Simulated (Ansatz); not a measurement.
Trial structure of ScBSbP₃, not yet relaxed:

```
CELL_PARAMETERS angstrom
4.00744 0.00000 0.00000
-2.00372 3.47054 0.00000
0.00000 0.00000 9.97550
ATOMIC_POSITIONS crystal
Sc 0.33333 0.66667 0.17826
B 0.00000 0.00000 0.57162
Sb 0.66667 0.33333 0.80636
P 0.00000 0.00000 0.29275
P 0.00000 0.00000 0.76618
P 0.33333 0.66667 0.76063
```

Computed with Ansatz, DFT PBE, scalar-relativistic, plane waves, PAW. Plane waves to 420 eV, a k mesh through Γ of 6×6×2 on the computed 6-atom cell and Gaussian smearing (0.10 eV); no spin polarisation.

The zero of energy is the elements' standard structures at the same level; no fitted shifts are applied. The references include black phosphorus.

Task: Estimate its pressure, forces and energy as it stands.

Result: The pressure is 20.2 GPa (the mean over three directions, positive in compression), the largest force is 4.33 eV/Å, and the energy is +1.59 eV/atom against the elements. The shortest distance is 1.94 Å.

Task: How much does it gain on relaxing, and where does it end?

Result: Relaxing gains about 1.5 eV/atom (the start's value is from the coarse mesh, so the gain is rough) in 21 ionic steps and ends at +0.04 eV/atom on the finer mesh. The symmetry stays P3m1 (No. 156). The volume per atom shrinks by 6.2 %, from 23.1 to 21.7 Å³. The shortest distance goes from 1.94 Å (B–P) to 1.77 Å (B–P). Conventional cell: a = 3.985 Å, c = 9.469 Å. Around Sc lie 3 P at 2.61 Å and 3 Sb at 3.05 Å; B is surrounded by 2 P at 1.77–1.79 Å; around Sb lie 3 P at 2.79 Å and 3 Sc at 3.05 Å; P on its first site is surrounded by 1 B at 1.79 Å and 3 Sc at 2.61 Å; 2 more sites not described.

The last run used a 12×12×4 mesh (in the run's order of axes) for its 6-atom cell and Gaussian smearing of 0.10 eV. Spin–orbit coupling, which can matter for Sb, is left out. The reference form of P is held partly by dispersion forces, which this level lacks. The relaxation can't lower the symmetry of the start. A structure relaxed within its symmetry needn't be a true minimum.
